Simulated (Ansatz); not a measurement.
Input, command and steps of an Ansatz relaxation.

```yaml
crystal:
  lattice:
    - [4.9688472454, 0.0, 0.0]
    - [0.0, 4.9688472454, 0.0]
    - [0.0, 0.0, 5.053230038]
  atoms:
    - { symbol: In, position: [0.0, 0.0, 0.0] }
    - { symbol: In, position: [0.5, 0.5, 0.0] }
    - { symbol: Bi, position: [0.0, 0.5, 0.3911998083] }
    - { symbol: Bi, position: [0.5, 0.0, 0.6088001917] }
basis:
  ecutwfc: 420
kpoints:
  mp_grid: { grid: [8, 8, 10] }
hamiltonian:
  xc: pbesol
scf:
  occupations: { method: gaussian, width: 0.1 }
output:
  forces: true
  stress: true
  eigenvalues: true
  write_density: true
  write_potential: true
  elf: true
  volumetric_format: npy
relax:
  adjacent_minimum: "off"
  f_tol: 0.005
  max_steps: 50
  cell: { stress_tol: 0.05 }
```

```bash
ansatz run input.yaml --threads 1 --pin off --max-ram 2560MiB --backend cpu --events-out ev --progress --plain --runs-dir out
```

These are results of DFT PBEsol, scalar-relativistic, plane waves, PAW in Ansatz 0.2.0, not measurements.

Of 6 frames 6 are shown, positions in Å and forces in eV/Å; the SCF threshold varies from step to step. Steps run on the plane waves of an earlier cell, with a Pulay correction in the pressure. The basis is chosen afresh for the last frame, the zero of the energies, and at times for earlier ones too; energy and pressure step there, also at an unchanged geometry.

```xyz
4
Lattice="4.9688 0.0000 0.0000 0.0000 4.9688 0.0000 0.0000 0.0000 5.0532" Properties=species:S:1:pos:R:3:forces:R:3 pbc="T T T" step=1 free_energy_over_end_meV_per_atom=15.74 pressure_GPa=-2.55
In    0.0000    0.0000    0.0000    0.0000    0.0000    0.0000
In    2.4844    2.4844    0.0000    0.0000    0.0000    0.0000
Bi    0.0000    2.4844    1.9768    0.0000    0.0000   -0.0928
Bi    2.4844    0.0000    3.0764    0.0000    0.0000    0.0928
4
Lattice="4.8542 0.0000 0.0000 0.0000 4.8542 0.0000 0.0000 0.0000 4.9210" Properties=species:S:1:pos:R:3:forces:R:3 pbc="T T T" step=2 free_energy_over_end_meV_per_atom=0.60 pressure_GPa=0.64
In    0.0000    0.0000    0.0000    0.0000    0.0000    0.0000
In    2.4271    2.4271    0.0000    0.0000    0.0000    0.0000
Bi    0.0000    2.4271    1.9311    0.0000    0.0000    0.0809
Bi    2.4271    0.0000    2.9899    0.0000    0.0000   -0.0809
4
Lattice="4.8738 0.0000 0.0000 0.0000 4.8738 0.0000 0.0000 0.0000 4.9415" Properties=species:S:1:pos:R:3:forces:R:3 pbc="T T T" step=3 free_energy_over_end_meV_per_atom=-0.22 pressure_GPa=-0.06
In    0.0000    0.0000    0.0000    0.0000    0.0000    0.0000
In    2.4369    2.4369    0.0000    0.0000    0.0000    0.0000
Bi    0.0000    2.4369    1.9498    0.0000    0.0000    0.0177
Bi    2.4369    0.0000    2.9917    0.0000    0.0000   -0.0177
4
Lattice="4.8737 0.0000 0.0000 0.0000 4.8737 0.0000 0.0000 0.0000 4.9332" Properties=species:S:1:pos:R:3:forces:R:3 pbc="T T T" step=4 free_energy_over_end_meV_per_atom=-0.30 pressure_GPa=-0.02
In    0.0000    0.0000    0.0000    0.0000    0.0000    0.0000
In    2.4368    2.4368    0.0000    0.0000    0.0000    0.0000
Bi    0.0000    2.4368    1.9523    0.0000    0.0000    0.0097
Bi    2.4368    0.0000    2.9809    0.0000    0.0000   -0.0097
4
Lattice="4.8800 0.0000 0.0000 0.0000 4.8800 0.0000 0.0000 0.0000 4.9108" Properties=species:S:1:pos:R:3:forces:R:3 pbc="T T T" step=5 free_energy_over_end_meV_per_atom=-0.38 pressure_GPa=0.00
In    0.0000    0.0000    0.0000    0.0000    0.0000    0.0000
In    2.4400    2.4400    0.0000    0.0000    0.0000    0.0000
Bi    0.0000    2.4400    1.9531    0.0000    0.0000   -0.0012
Bi    2.4400    0.0000    2.9576    0.0000    0.0000    0.0012
4
Lattice="4.8800 0.0000 0.0000 0.0000 4.8800 0.0000 0.0000 0.0000 4.9108" Properties=species:S:1:pos:R:3:forces:R:3 pbc="T T T" step=6 free_energy_over_end_meV_per_atom=0.00 pressure_GPa=0.00
In    0.0000    0.0000    0.0000    0.0000    0.0000    0.0000
In    2.4400    2.4400    0.0000    0.0000    0.0000    0.0000
Bi    0.0000    2.4400    1.9531    0.0000    0.0000   -0.0011
Bi    2.4400    0.0000    2.9576    0.0000    0.0000    0.0011
```

Time: 2.1 min on 1 thread of Arm Neoverse V2, on a shared host, peak memory 0.58 GiB.

Spin–orbit coupling is left out, which can shift energies with elements as heavy as these.